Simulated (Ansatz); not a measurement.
Consider the following.

InP:
```cif
data_InP
_chemical_formula_sum 'In1 P1'
_space_group_name_H-M_alt 'P 1'
_space_group_IT_number 1
_cell_length_a 4.15686
_cell_length_b 4.15686
_cell_length_c 4.15686
_cell_angle_alpha 60.000
_cell_angle_beta 60.000
_cell_angle_gamma 60.000
loop_
_space_group_symop_operation_xyz
  'x, y, z'
loop_
_atom_site_label
_atom_site_type_symbol
_atom_site_fract_x
_atom_site_fract_y
_atom_site_fract_z
_atom_site_occupancy
In1 In 0.00000 0.00000 0.00000 1
P1 P 0.75000 0.75000 0.75000 1
```

This is the PBEsol-relaxed structure.

**Question.** All from the program Ansatz at the PBEsol level (PAW), unless another level is named. Give the electron effective mass with spin–orbit coupling.

**Answer.** 0.045 mₑ (isotropic).

**Question.** Next, the hole effective mass, band 1 of 3 at the edge?

**Answer.** 0.43 along [100], 2.6 along [110], 0.97 along [111] (mₑ).

**Question.** What about the HSE06 gap on the PBEsol cell?

**Answer.** 1.44 eV.

Space group F-43m (zinc blende). The PBEsol relaxation kept the symmetry of its start. Spin–orbit coupling is left out wherever it is not named.

Potentials: the earlier of the program's two PAW sets. The files were generated under PBE; for other functionals the program regenerates the frozen cores, and for LDA and PBEsol the local potential too.
